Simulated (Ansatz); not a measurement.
NiOSe, PdOSe, PtOSe: one prototype (Janus 2H monolayer), with Ni, Pd, Pt on the same site. Each was relaxed with r2SCAN in the plane-wave code Ansatz, and the gaps are read on those cells (d direct, i indirect). The cells were built from prototypes, so some may not be known phases; spin polarisation is off.

(1) Order them by the r2SCAN gap, smallest first (an overlap counts as negative).
A. NiOSe
B. PtOSe
C. PdOSe

(2) And by the lattice length a, shortest first.
A. PtOSe
B. NiOSe
C. PdOSe

Results:

(1) A (-1.80 eV), C (-0.27 eV), B (1.35 eV).

(2) B (2.868 Å), C (3.171 Å), A (3.907 Å).

No spin-orbit coupling is included; it can move band edges with weight on the heavy atoms by tenths of an eV.

Where bands overlap the cell is a metal at that level, and these k meshes limit energies, forces and stress.

For some runs the program warns that the potential is rough where the density is thin, which bears on the empty states there.
